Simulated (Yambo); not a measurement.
G0W0@LDA for KHF2 (space group I4/mcm, No. 140) in Yambo. Reference settings: 4×4×4 Γ-centred k mesh, 118 bands and a 6 Ry block in the screening, 118 bands in G with the Bruneval-Gonze terminator, plasmon pole fitted at 27.2 eV. The LDA gap Z → Γ on this mesh is 6.91 eV; G0W0 gaps are taken between the same points.

Gap (Z → Γ) in eV against the number of bands and the screening block, terminator on:

| bands (W and G) | 2 Ry | 3 Ry | 4 Ry | 5 Ry | 6 Ry |
|---|---|---|---|---|---|
| 38 | 13.988 | 13.581 | 13.288 | 13.178 | 13.152 |
| 52 | 12.877 | 12.477 | 12.212 | 12.111 | 12.097 |
| 71 | 12.540 | 12.142 | 11.897 | 11.805 | 11.801 |
| 94 | 12.391 | 11.982 | 11.749 | 11.666 | 11.666 |
| 118 | 12.319 | 11.903 | 11.675 | 11.599 | 11.602 |

Rough cost of the Yambo step against the reference (shared machines):

```
bands (W and G)  2 Ry  3 Ry  4 Ry  5 Ry  6 Ry
---------------  ----  ----  ----  ----  ----
38                1/5   1/5   1/5   1/5   1/4
52                1/3   1/4   1/3   1/3   1/3
71                1/2   1/2   1/2    ~1    ~1
94                 ~1    ~1    ~1    ~1    ~1
118                ~1    ~1    ~1    ~1     1
```

At the largest block the last step in bands moves the gap by -0.064 eV; at the most bands the last step in the block moves it by 0.003 eV.

Geometry of the Materials Project entry, not relaxed at this level; primitive cell a = b = c = 5.1880 Å, α = β = 114.69°, γ = 99.48°.
